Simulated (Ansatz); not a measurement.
Ta$_{2}$O$_{5}$:
```
CELL_PARAMETERS angstrom
      3.24350     0.00000     0.00000
      0.00000     3.75699     0.00000
      0.00000     0.00000    37.00000
ATOMIC_POSITIONS crystal
  O  0.68016 0.50000 0.57453
  Ta 0.21701 0.50000 0.54636
  Ta 0.78299 0.50000 0.45364
  O  0.11295 0.00000 0.54050
  O  0.88705 0.00000 0.45950
  O  0.31984 0.50000 0.42547
  O  0.50000 0.50000 0.50000
```
The layer is periodic in x and y and isolated along z.

Relaxed with r²SCAN+D4.

All from r²SCAN+D4 in the plane-wave PAW code Ansatz, unless another level is named. Give the electron effective mass with spin–orbit coupling, in the valley at X.

3.3 along x, 0.40 along y (mₑ).

Predict the hole effective mass with spin–orbit coupling, in the valley at Y.

8.0 along x, 1.6 along y (mₑ).

Next, the band gap?

3.17 eV (indirect).

And the electron affinity (Kohn–Sham)?

4.38 eV.

Space group P2/m. The layer was cut from a bulk entry of the Materials Project (measured or hypothetical); whether that bulk phase is the ambient one, and whether the layer has been isolated, was not checked. The cell was relaxed with r²SCAN+D4 under the symmetry of its start; its stability against distortions is not shown here. The run is not spin-polarised. Scalar-relativistic: spin–orbit coupling is off unless named, which matters more the heavier the elements.

Potentials: the later of the program's two PAW sets.
